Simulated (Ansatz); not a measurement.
**Computed properties of Ta$_{2}$O$_{5}$**

Ta2O5:
```xyz
7
Lattice="3.6693 0.0000 0.0000 0.0000 3.8579 0.0000 0.0000 0.0000 6.4315" Properties=species:S:1:pos:R:3 pbc="T T T"
Ta     1.8346     0.0000     3.2158
Ta     0.0000     0.0000     0.0000
O      1.8346     1.9290     3.2158
O      0.0000     0.0000     4.3686
O      0.0000     0.0000     2.0629
O      0.0000     1.9290     0.0000
O      1.8346     0.0000     0.0000
```

Space group Pmmm (No. 47); conventional cell a = 3.669 Å, b = 3.858 Å, c = 6.432 Å, α = 90.00°, β = 90.00°, γ = 90.00°.

Method: PBEsol in the plane-wave PAW code Ansatz. Structure relaxed to zero pressure with the same functional. Other levels are named where they apply.

### Cell and energy

* **Volume per atom**: 13.01 Å³
* **Density**: 8.06 g/cm³
* **Formation energy from the elements (no fitted shifts)**: -2516 meV/atom

### Electronic structure

* **Band gap**: 0.32 eV (indirect)
* **Valence-band maximum**: at R (k = 0.500, 0.500, 0.500 in fractions of the reciprocal vectors)
* **Conduction-band minimum**: at X (k = 0.500, 0.000, 0.000 in fractions of the reciprocal vectors)
* **Smallest direct gap on the standard path**: 0.53 eV
* **Electron effective mass**: 0.23, 0.98, 7.3 mₑ (principal values)
* **Electron effective mass with spin–orbit coupling**: 0.33, 0.97, 2.8 mₑ (principal values)
* **HSE06 gap on the PBEsol cell**: 1.57 eV
* **Gap with spin–orbit coupling**: 0.23 eV

### Mechanics

Bulk modulus (Birch–Murnaghan fit): 207 GPa
Pressure derivative B′: 4.7
Elastic constants (relaxed ions, GPa): C11 = 677, C22 = 798, C33 = 298, C12 = 52.2, C13 = 129, C23 = 28.5, C44 = 43.9, C55 = 40.0, C66 = 77.9
Mechanical stability: stable (all eigenvalues of C positive)
Hill bulk and shear moduli: 226 and 104 GPa
Young's modulus: 270 GPa
Poisson's ratio: 0.30
Debye temperature from the elastic constants: 507 K

### Dielectric response

Electronic dielectric constant ε∞ (DFPT): 6.92 (xx), 7.68 (yy), 5.25 (zz)
Born charges (a third of the trace): Ta +8.57 to +8.61, O -3.70 to -3.24 e

### Phonons

- Highest zone-centre frequency (without LO–TO term) = 873 cm^-1
- Zone-centre stability = unstable, softest mode 395i cm⁻¹
- Dynamical stability on the path = unstable, down to 398i cm⁻¹

The workflow started from a Materials Project entry (that database holds measured and hypothetical structures alike); the Crystallography Open Database copy checked does not list it. COD files the formula under space group No. 49. Whether it is the stable phase at ambient conditions was not checked. The PBEsol relaxation kept the symmetry of its start. The run is not spin-polarised. The references are the lowest solids computed at this level, not always the standard phases (solids in place of the gases). Scalar-relativistic: spin–orbit coupling is off unless named, which matters more the heavier the elements.

Potentials: the earlier of the program's two PAW sets. The files were generated under PBE; for other functionals the program regenerates the frozen cores, and for LDA and PBEsol the local potential too.
